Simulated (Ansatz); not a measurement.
Relaxed La2O3 (A-La2O3 type, space group P-3m1):

```
CELL_PARAMETERS angstrom
      3.94042     0.00000     0.00000
     -1.97021     3.41251     0.00000
      0.00000     0.00000     6.18831
ATOMIC_POSITIONS crystal
  La 0.33333 0.66667 0.24738
  La 0.66667 0.33333 0.75262
  O  0.00000 0.00000 0.00000
  O  0.33333 0.66667 0.64529
  O  0.66667 0.33333 0.35471
```

Scan: atom 1 (La, nearest neighbour O at 2.370 Å; its periodic images, 3.9 Å or more away, move with it) is displaced towards the nearest neighbour, direction (-0.831, -0.480, 0.280) in Cartesian axes, by s. The other atoms stay.

The numbers are results of PBE (plane waves to 420 eV, PAW, scalar-relativistic; Ansatz, a first-principles code), not measurements. k mesh 8×8×5 (Γ-centred), Fermi-Dirac smearing 0.05 eV. E stands for the smeared free energy. Left out: 2 of 11 points, with atoms too close for the PAW data. La2O3 is run without spin polarisation. La2O3 was relaxed with its symmetry unable to fall. The PAW data are Ansatz's earlier set. ΔE is measured from the undisplaced structure.

| s (Å) | ΔE (meV/cell) |
|---|---|
| -0.470 | withheld |
| -0.376 | 332 |
| -0.282 | 194 |
| -0.188 | 91 |
| -0.094 | 24 |
| 0.000 | 0 |
| 0.094 | 29 |
| 0.188 | 128 |
| 0.282 | 323 |

Task: Fit a polynomial form (powers 2, 3, 4) to the given rows and predict ΔE at s = -0.470.

Result: Least squares on the 8 given rows: ΔE = (3005)·s² + (2879)·s³ + (3026)·s⁴, in meV/cell with s in Å; root-mean-square residual 0.5 meV/cell. At -0.470 the fit gives 513 meV/cell; the calculation gives 511 meV/cell, so the extrapolation is off by 2 (+0.4 %). The quadratic term alone would give 664 meV/cell.

(For displaced atoms, the force is minus the slope of the energy, and its curvature is a force constant, which sets phonon frequencies.)
